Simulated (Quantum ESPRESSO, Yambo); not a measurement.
Quasiparticle gap of RbCdF$_{3}$

```
RbCdF3
1.0
    4.42498     0.00000     0.00000
    0.00000     4.42498     0.00000
    0.00000     0.00000     4.42498
F Rb Cd
3 1 1
Direct
  0.00000   0.50000   0.50000
  0.50000   0.00000   0.50000
  0.50000   0.50000   0.00000
  0.00000   0.00000   0.00000
  0.50000   0.50000   0.50000
```

The geometry is that of Materials Project entry mp-6951, symmetrised and not relaxed again.

Starting point: LDA (Quantum ESPRESSO, PseudoDojo norm-conserving, 102 Ry, no spin-orbit coupling). G0W0 in Yambo: 4×4×4 Γ-centred k mesh, bands 5 to 132 and a 7 Ry block in the screening, 132 bands in G with the Bruneval-Gonze terminator, plasmon pole fitted at 27.2 eV.

LDA gap along the band path: 2.92 eV
LDA gap between the mesh's edge points (R → Γ): 2.92 eV
G0W0 gap between the same points: 6.36 eV
LDA smallest direct gap on the mesh (at Γ): 4.46 eV
G0W0 direct gap at that point: 8.06 eV

| k point | band | E LDA (eV) | E QP (eV) | shift (eV) | Z |
|---|---|---|---|---|---|
| Γ | VB | -1.54 | -3.55 | -2.01 | 0.79 |
| Γ | CB | 2.92 | 4.51 | 1.59 | 0.87 |
| R | VB | 0.00 | -1.85 | -1.85 | 0.82 |
| R | CB | 7.41 | 9.08 | 1.67 | 0.87 |

Energies count from the LDA valence-band maximum.

Nearest settings tried, and what they do to the gap: 105 bands in W, 105 bands in G: +83 meV; 6 Ry block (171 vectors against 203): +9 meV; 2×2×2 mesh: +15 meV. So the settings aren't converged at that level.

Spin-orbit splittings are left out. The cell is held in this high symmetry; tilts and polar distortions were not searched.

The structure is a Materials Project entry; no match was found in the copy of COD used, and its stability was not checked.
